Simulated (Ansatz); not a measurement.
Given:

In3S4:
```yaml
crystal:
  lattice:
    - [0.00000, 5.52618, 5.52618]
    - [5.52618, 0.00000, 5.52618]
    - [5.52618, 5.52618, 0.00000]
  atoms:
    - { symbol: In, position: [0.50000, 0.50000, 0.50000] }
    - { symbol: In, position: [0.75000, 0.75000, 0.75000] }
    - { symbol: In, position: [0.12500, 0.12500, 0.12500] }
    - { symbol: In, position: [0.62500, 0.12500, 0.12500] }
    - { symbol: In, position: [0.12500, 0.12500, 0.62500] }
    - { symbol: In, position: [0.12500, 0.62500, 0.12500] }
    - { symbol: S, position: [0.88350, 0.88350, 0.88350] }
    - { symbol: S, position: [0.90049, 0.36650, 0.36650] }
    - { symbol: S, position: [0.88350, 0.88350, 0.34951] }
    - { symbol: S, position: [0.36650, 0.90049, 0.36650] }
    - { symbol: S, position: [0.34951, 0.88350, 0.88350] }
    - { symbol: S, position: [0.36650, 0.36650, 0.36650] }
    - { symbol: S, position: [0.88350, 0.34951, 0.88350] }
    - { symbol: S, position: [0.36650, 0.36650, 0.90049] }
```

This is the r²SCAN-relaxed structure.

### Question
All from r²SCAN in the plane-wave PAW code Ansatz, unless another level is named. Estimate the electronic character.

### Answer
metallic (no gap).

### Question
And the formation energy from the elements (no fitted shifts)?

### Answer
-676 meV/atom.

### Question
Give the density of states at the Fermi level.

### Answer
0.32 states/eV per atom (mean over ±0.08 eV).

### Question
Give the gap with spin–orbit coupling.

### Answer
none (metallic).

Space group Fd-3m. The workflow started from an entry of the Crystallography Open Database (COD). Whether it is the stable phase at ambient conditions was not checked. Symmetry was held in the r²SCAN relaxation; its stability against distortions is not shown here. The references are the lowest solids computed at this level, not always the standard phases. Scalar-relativistic: spin–orbit coupling is off unless named, which matters more the heavier the elements.

Potentials: the later of the program's two PAW sets.
